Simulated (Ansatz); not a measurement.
Values for one crystal, relaxed and computed with r²SCAN in the plane-wave PAW code Ansatz; other levels are named.

| Property | Value |
|---|---|
| Volume per atom | 18.08 Å³ |
| Electronic character | metallic (no gap) |
| Density of states at the Fermi level | 0.29 states/eV per atom (mean over ±0.08 eV) |
| Formation energy from the elements (no fitted shifts) | -0.60 eV/atom |

Which of these materials gives this?
A. LaCu2Ge2, I4/mmm (La on 2a, Cu on 4d, Ge on 4e)
B. LaSi2, I4_1/amd (La on 4b, Si on 8e)
C. SrAlGe, P-6m2 (Sr on 1a, Al on 1f, Ge on 1d)
D. MgAl2Ge2, P-3m1 (Mg on 1a, Al on 2d, Ge on 2d)

A, LaCu2Ge2, I4/mmm (La on 2a, Cu on 4d, Ge on 4e)

The workflow started from a Materials Project entry (that database holds measured and hypothetical structures alike); the Crystallography Open Database copy checked does not list it. Its standing as an ambient phase is unchecked. The r²SCAN relaxation kept the symmetry of its start; whether a distortion lowers the energy is not shown. No spin polarisation was allowed. The references are the lowest solids computed at this level, not always the standard phases. Scalar-relativistic: spin–orbit coupling is off unless named, which matters more the heavier the elements.

Potentials: the later of the program's two PAW sets.
